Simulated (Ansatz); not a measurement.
Total density of states per atom from plane-wave PAW r²SCAN (Ansatz code), in 0.25 eV bins, energy from the valence-band maximum:

```json
[
 {"E (eV)": "-7.88", "states/eV/atom": "0.21"},
 {"E (eV)": "-7.63", "states/eV/atom": "0.25"},
 {"E (eV)": "-7.38", "states/eV/atom": "0.55"},
 {"E (eV)": "-7.13", "states/eV/atom": "0.44"},
 {"E (eV)": "-6.88", "states/eV/atom": "0.47"},
 {"E (eV)": "-6.63", "states/eV/atom": "0.43"},
 {"E (eV)": "-6.38", "states/eV/atom": "0.40"},
 {"E (eV)": "-6.13", "states/eV/atom": "0.25"},
 {"E (eV)": "-5.88", "states/eV/atom": "0.53"},
 {"E (eV)": "-5.63", "states/eV/atom": "0.45"},
 {"E (eV)": "-5.38", "states/eV/atom": "0.56"},
 {"E (eV)": "-5.13", "states/eV/atom": "0.79"},
 {"E (eV)": "-4.88", "states/eV/atom": "0.77"},
 {"E (eV)": "-4.63", "states/eV/atom": "0.98"},
 {"E (eV)": "-4.38", "states/eV/atom": "0.84"},
 {"E (eV)": "-4.13", "states/eV/atom": "0.83"},
 {"E (eV)": "-3.88", "states/eV/atom": "0.84"},
 {"E (eV)": "-3.63", "states/eV/atom": "0.86"},
 {"E (eV)": "-3.38", "states/eV/atom": "0.85"},
 {"E (eV)": "-3.13", "states/eV/atom": "0.38"},
 {"E (eV)": "-2.88", "states/eV/atom": "0.71"},
 {"E (eV)": "-2.63", "states/eV/atom": "0.67"},
 {"E (eV)": "-2.38", "states/eV/atom": "0.55"},
 {"E (eV)": "-2.13", "states/eV/atom": "1.24"},
 {"E (eV)": "-1.88", "states/eV/atom": "0.06"},
 {"E (eV)": "-1.63", "states/eV/atom": "0.66"},
 {"E (eV)": "-1.38", "states/eV/atom": "0.09"},
 {"E (eV)": "-1.13", "states/eV/atom": "0.88"},
 {"E (eV)": "-0.88", "states/eV/atom": "0.37"},
 {"E (eV)": "-0.63", "states/eV/atom": "0.09"},
 {"E (eV)": "-0.38", "states/eV/atom": "0.57"},
 {"E (eV)": "-0.13", "states/eV/atom": "0.67"},
 {"E (eV)": "0.12", "states/eV/atom": "0.00"},
 {"E (eV)": "0.37", "states/eV/atom": "0.00"},
 {"E (eV)": "0.62", "states/eV/atom": "0.02"},
 {"E (eV)": "0.87", "states/eV/atom": "0.04"},
 {"E (eV)": "1.12", "states/eV/atom": "0.06"},
 {"E (eV)": "1.37", "states/eV/atom": "0.12"},
 {"E (eV)": "1.62", "states/eV/atom": "0.21"},
 {"E (eV)": "1.87", "states/eV/atom": "0.74"},
 {"E (eV)": "2.12", "states/eV/atom": "0.20"},
 {"E (eV)": "2.37", "states/eV/atom": "0.18"},
 {"E (eV)": "2.62", "states/eV/atom": "0.21"},
 {"E (eV)": "2.87", "states/eV/atom": "0.16"},
 {"E (eV)": "3.12", "states/eV/atom": "0.59"},
 {"E (eV)": "3.37", "states/eV/atom": "0.51"},
 {"E (eV)": "3.62", "states/eV/atom": "0.28"},
 {"E (eV)": "3.87", "states/eV/atom": "0.02"},
 {"E (eV)": "4.12", "states/eV/atom": "0.00"},
 {"E (eV)": "4.37", "states/eV/atom": "0.01"},
 {"E (eV)": "4.62", "states/eV/atom": "0.02"},
 {"E (eV)": "4.87", "states/eV/atom": "0.04"},
 {"E (eV)": "5.12", "states/eV/atom": "0.06"}
]
```

Q: Pick the material that matches.
(A) TiS2O8, R3 (Pearson symbol hR33)
(B) CdIn2Te4, I-4 (Cd on 2a, In on 2b, In on 2d, Te on 8g)
(C) CoTeO4, P2_1/c (Co on 2c, Te on 2b, O on 4e, O on 4e)
(D) Nb9PO25, C2 (Pearson symbol mS70)

A: C, CoTeO4, P2_1/c (Co on 2c, Te on 2b, O on 4e, O on 4e). Top 1 eV of the valence band: Co 3d 78 %, O 2p 18 %. Bottom 1 eV of the conduction band: O 2p 44 %, Te 5s 28 %, Co 3d 12 %, O 2s 9 %. Projections are on Löwdin-orthogonalised atomic valence shells; empty p or d shells of many metals are not among them.

The first step of the workflow began from a Materials Project structure, measured or hypothetical; the Crystallography Open Database copy checked does not list it. Its standing as an ambient phase is unchecked. The cell was relaxed with r²SCAN under the symmetry of its start, as lowered by the spin order; whether a distortion lowers the energy is not shown. Spin order of the final state: antiferromagnetic, chosen from 3 collinear starts compared on coarse meshes (ties went to the first, and starts can fall back to one state), not a proven ground state. Other orbital occupations within this spin state were not tried. No Hubbard U is applied. Scalar-relativistic: spin–orbit coupling is off unless named, which matters more the heavier the elements.

Potentials: the later of the program's two PAW sets.
